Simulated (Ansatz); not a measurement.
**Nb3Pb, one cell by several methods**

```
Nb Pb
1.0
     5.31900    0.00000    0.00000
     0.00000    5.31900    0.00000
     0.00000    0.00000    5.31900
Nb Pb
6 2
Cartesian
  1.3297 0.0000 2.6595
  2.6595 3.9893 0.0000
  3.9893 0.0000 2.6595
  2.6595 1.3297 0.0000
  0.0000 2.6595 3.9893
  0.0000 2.6595 1.3297
  0.0000 0.0000 0.0000
  2.6595 2.6595 2.6595
```

Atoms are numbered in the order listed.

The cell is COD entry 1522362, as deposited and not checked against the literature; nothing was relaxed.

Spin–orbit coupling is left out, though it moves levels of the heavy atoms by tenths of an eV or more.

Methods: DFT, PBE, PAW with Ansatz's default frozen-core files, scalar-relativistic (Ansatz 0.2.0); DFT, PBE, all-electron PAW with datasets made for the crystal, scalar-relativistic (Ansatz 0.2.0); DFT, PBE, all-electron LAPW, scalar-relativistic (Ansatz 0.2.0).

For PAW: a Γ-centred 6×6×6 k mesh, Fermi–Dirac smearing of 0.05 eV, cutoff 420 eV, no spin polarisation. The crystal-made all-electron datasets (AE datasets) take a cutoff of 260 eV at this cell. LAPW targets a basis error of 1 meV/atom. The Ansatz runs share mesh, smearing and spin set-up. Plane-wave (PAW) pressures include the program's estimate of the Pulay term.

Stress and pressure are positive in compression.

Spin–orbit coupling is left out, which moves gradients at and beside heavy atoms by some per cent and at worst by a factor of two.

In a metal, gradients converge slowly with the k mesh: the values move by tens of per cent from one mesh to another, at times in sign, so only the comparison on one mesh counts.

Levels count from the Fermi level.

```
                             quantity     PAW  AE datasets    LAPW
                       pressure (GPa)    4.72         4.72    4.72
       highest filled level at Γ (eV)  -0.100       -0.099  -0.099
         lowest empty level at Γ (eV)   1.469        1.468   1.468
       highest filled level at M (eV)  -0.967       -0.968  -0.968
         lowest empty level at M (eV)   0.058        0.058   0.058
       highest filled level at R (eV)  -1.353       -1.353  -1.353
         lowest empty level at R (eV)   0.093        0.093   0.093
field gradient Vzz at Nb1 (10²¹ V/m²)    3.62         3.56       –
```

PAW's pressure differs from the LAPW value by about 0.01 GPa or less.
